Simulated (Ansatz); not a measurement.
## Cu3GeS4 in Ansatz, settings compared

Input:

```yaml
crystal:
  lattice:
    - [5.375262, 0.0, 0.0]
    - [0.0, 5.375262, 0.0]
    - [0.0, 0.0, 5.375262]
  atoms:
    - { symbol: Ge, position: [0.0, 0.0, 0.0] }
    - { symbol: Cu, position: [0.5, 0.0, 0.0] }
    - { symbol: Cu, position: [0.0, 0.5, 0.0] }
    - { symbol: Cu, position: [0.0, 0.0, 0.5] }
    - { symbol: S, position: [0.235, 0.235, 0.235] }
    - { symbol: S, position: [0.235, 0.765, 0.765] }
    - { symbol: S, position: [0.765, 0.765, 0.235] }
    - { symbol: S, position: [0.765, 0.235, 0.765] }
  symmetry: { tolerance: 0.0003 }
kpoints:
  mp_grid: { grid: [4, 4, 4], shift: [0, 0, 0] }
magnetization:
  spin_polarized: false
scf:
  occupations: { method: fermi_dirac }
hamiltonian:
  pseudopotentials: { kind: paw }
  xc: pbe
basis:
  ecutwfc: 420
output:
  forces: true
  stress: true
  eigenvalues: true
  write_density: true
  write_potential: true
  elf: true
  volumetric_format: npy
```

Run with:

```bash
ansatz run input.yaml --threads 1 --pin off --max-ram 2560MiB --backend cpu --events-out ev --progress --plain --runs-dir out
```

Origin of the cell: a known structure type with other elements, at an estimated volume, so it need not be a known compound.

The smearing width isn't typed, so it takes its default of 0.1 eV.

Output of this run (shortened):

```
SCF iter   1: F=—  HF=-27779.479073 eV  Δρ=3.48e-3  dr2=1.31e-2  defer=1
SCF iter   2: F=—  HF=-27779.478004 eV  Δρ=1.72e-3  dr2=5.43e-3  defer=1
SCF iter   3: F=—  HF=-27779.478584 eV  Δρ=1.33e-3  dr2=6.34e-3  defer=1
SCF iter   4: F=—  HF=-27779.477139 eV  Δρ=7.92e-4  dr2=8.46e-4  defer=1
SCF iter   5: F=—  HF=-27779.477151 eV  Δρ=5.45e-4  dr2=2.40e-4  defer=1
SCF iter   6: F=—  HF=-27779.477084 eV  Δρ=3.84e-5  dr2=1.68e-6  defer=1
SCF iter   7: F=—  HF=-27779.476862 eV  Δρ=9.74e-6  dr2=1.42e-7  defer=1
SCF iter   8: F=-27779.476862 eV  HF=-27779.476862 eV  Δρ=2.93e-6  dr2=7.43e-9
SCF 1 converged in 8 iterations: F = -27779.476862 eV  dr2 = 7.43e-9
SCF converged after 8 iterations
Free energy (F): -27779.476862 eV
Harris-Foulkes:  -27779.476862 eV  (|F-HF|=3.64e-11)
Internal energy: -27779.331814 eV  (E = F + TS)
E sigma→0 (E₀):  -27779.404338 eV
Entropy (-TS):   -0.145048 eV (-18.131 meV/atom)
Fermi energy:    7.498510 eV
--- Per-component energies (eV) ---
  E_band       = -1745.705474
  E_kinetic    = 1446.915845
  E_local      = -22499.650502  (includes V_loc(G=0)·N_el)
  E_nonlocal   = 1722.660462
  E_hartree    = 10030.398681
  E_xc         = -733.403854
  E_vxc        = -762.195320  (∫ρ·V_xc dr)
  E_paw        = -9424.663805  (= ΣΔE_a)
  E_vpaw       = -1714.240918  (= ΣTr[D̂ρ^β])
  E_aug_tail   = 0.001299  (compensation charges beyond the density's cutoff)
  E_ewald      = -8321.589941
  E_smearing   = -0.145048  (= −TS)
  Σ components = -27779.476862   (vs F -27779.476862, Δ=0.00e0)
--- Forces (eV/Å), atoms counted from 1 ---
  atom   1  Ge    -0.000000    -0.000000    -0.000000
  atom   2  Cu     0.000000    -0.000000    -0.000000
  atom   3  Cu    -0.000000    -0.000000     0.000000
  atom   4  Cu     0.000000     0.000000     0.000000
  atom   5  S      0.812749     0.812749     0.812749
  atom   6  S      0.812749    -0.812749    -0.812749
  atom   7  S     -0.812749    -0.812749     0.812749
  atom   8  S     -0.812749     0.812749    -0.812749
  max |Σ_I F_I| component: 2.22e-16 eV/Å
--- Stress (GPa, compression-positive) ---
        9.231180       0.000000      -0.000000
       -0.000000       9.231180       0.000000
       -0.000000       0.000000       9.231180
  P = ⅓ Tr σ = 9.2312 GPa (92.312 kbar)
```

The same input was run again with these changes:

1. `scf.algorithm` default → density_mixing; `hamiltonian.hubbard` default → { sites: [{ species: Cu, l: d, u_eff: 4.0 }], double_counting: fll }
2. `scf.eigensolver.kind` default → davidson; `basis.precision` default → f64; `scf.mixing.algorithm` default → broyden; `scf.mixing.beta` default → 0.9; `scf.mixing.ndim` default → 16
3. `magnetization` { spin_polarized: false } → { spin_polarized: true } (starts: ferro); `scf.mixing.preconditioner` default → local_kerker; typed moments: Ge1 2, Cu2 3, Cu3 1, Cu4 3, S5 2, S6 1, S7 1, S8 2
4. `kpoints.mp_grid.grid` [4, 4, 4] → [3, 3, 3]

```json
{"run": "base", "end": "converged", "SCF iterations": "8", "P (GPa)": "9.23", "max force component (eV/Å)": "0.813", "gap on mesh (eV)": "–", "moment (μB)": "–", "ΔE(σ→0) (meV/atom)": "0"}
{"run": "1", "end": "converged", "SCF iterations": "10", "P (GPa)": "10.01", "max force component (eV/Å)": "0.795", "gap on mesh (eV)": "–", "moment (μB)": "–", "ΔE(σ→0) (meV/atom)": "–"}
{"run": "2", "end": "converged", "SCF iterations": "10", "P (GPa)": "9.23", "max force component (eV/Å)": "0.813", "gap on mesh (eV)": "–", "moment (μB)": "–", "ΔE(σ→0) (meV/atom)": "0.00"}
{"run": "3", "end": "converged", "SCF iterations": "18", "P (GPa)": "9.23", "max force component (eV/Å)": "0.813", "gap on mesh (eV)": "–", "moment (μB)": "0.00", "ΔE(σ→0) (meV/atom)": "0.00"}
{"run": "4", "end": "converged", "SCF iterations": "8", "P (GPa)": "9.34", "max force component (eV/Å)": "0.824", "gap on mesh (eV)": "–", "moment (μB)": "–", "ΔE(σ→0) (meV/atom)": "4.77"}
```

Energies are compared only where functional, datasets, charge and starting cell are the same.

Not properties of the system: run 4 (too coarse or loose: `kpoints.mp_grid.grid` = [3, 3, 3]).

Caveats of the base run: no moments, though an odd count or open d shells may carry them.

Run 3: a starting moment was lost.
Run 4: the k mesh is coarse if the cell is a metal.

The base run ran for 6.8 s of wall time on 1 CPU thread(s) of a shared host, from the program's own first density.
